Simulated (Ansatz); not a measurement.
Nb2SnC:
```xyz
8
Lattice="3.2630 0.0000 0.0000 -1.6315 2.8258 0.0000 0.0000 0.0000 13.7902" Properties=species:S:1:pos:R:3 pbc="T T T"
Nb     0.0000     1.8839     1.1403
Nb     1.6315     0.9419    12.6498
Nb     1.6315     0.9419     8.0354
Nb     0.0000     1.8839     5.7547
Sn     0.0000     1.8839    10.3426
Sn     1.6315     0.9419     3.4475
C      0.0000     0.0000     0.0000
C      0.0000     0.0000     6.8951
```

Relaxed with r²SCAN.

**Question.** Map the electron localisation function on the plane through (0.333, 0.667, 0.083) spanned by u = [0, 0, 1] and v = [1, -1, 0] in lattice vectors, from r²SCAN (plane waves, PAW; program Ansatz).

**Answer.** x is the fraction of u, y of v (the angle between them is 90°; rows are the nearest grid lines); atoms in the plane: Nb at (0.00, 0.00), Nb at (0.83, 0.33), Nb at (0.50, 0.33), Nb at (0.33, 0.00), Sn at (0.67, 0.00), Sn at (0.17, 0.33), C at (0.92, 0.67), C at (0.42, 0.67).
```
y \ x   0.000  0.100  0.175  0.275  0.375  0.450  0.550  0.625  0.725  0.825  0.900   1.00
------  -----  -----  -----  -----  -----  -----  -----  -----  -----  -----  -----  -----
1.00    0.075  0.147  0.410  0.595  0.774  0.251  0.582  0.108  0.268  0.364  0.165  0.075
0.929   0.672  0.189  0.406  0.460  0.712  0.313  0.524  0.213  0.311  0.305  0.247  0.672
0.857   0.574  0.278  0.359  0.175  0.251  0.538  0.410  0.309  0.357  0.265  0.565  0.574
0.786   0.174  0.295  0.260  0.171  0.579  0.765  0.307  0.337  0.393  0.319  0.781  0.174
0.679   0.583  0.215  0.124  0.261  0.743  0.611  0.269  0.164  0.195  0.481  0.184  0.583
0.607   0.520  0.265  0.183  0.275  0.774  0.730  0.238  0.204  0.231  0.372  0.546  0.520
0.536   0.355  0.436  0.260  0.359  0.698  0.603  0.141  0.309  0.312  0.153  0.729  0.355
0.464   0.271  0.409  0.251  0.490  0.447  0.231  0.323  0.368  0.322  0.685  0.236  0.271
0.393   0.298  0.343  0.010  0.587  0.308  0.627  0.689  0.352  0.251  0.613  0.289  0.298
0.321   0.336  0.327  0.001  0.613  0.287  0.722  0.735  0.329  0.216  0.160  0.394  0.336
0.214   0.127  0.402  0.196  0.334  0.185  0.333  0.360  0.415  0.412  0.753  0.189  0.127
0.143   0.622  0.419  0.287  0.165  0.315  0.190  0.164  0.319  0.375  0.179  0.250  0.622
0.0714  0.686  0.210  0.411  0.447  0.736  0.266  0.467  0.214  0.313  0.218  0.221  0.686
0.000   0.075  0.147  0.410  0.595  0.774  0.251  0.582  0.108  0.268  0.364  0.165  0.075
```

The density is the valence pseudo-density with augmentation charge, so density and ELF within about 1 Å of a nucleus are not all-electron values.

Space group P6_3/mmc. The workflow started from a Materials Project entry (that database holds measured and hypothetical structures alike); the Crystallography Open Database copy checked does not list it. Its standing as an ambient phase is unchecked. The cell was relaxed with r²SCAN under the symmetry of its start; of distortions, only those at the zone centre were tested. The run is not spin-polarised. Scalar-relativistic: spin–orbit coupling is off unless named, which matters more the heavier the elements.

Potentials: the later of the program's two PAW sets.
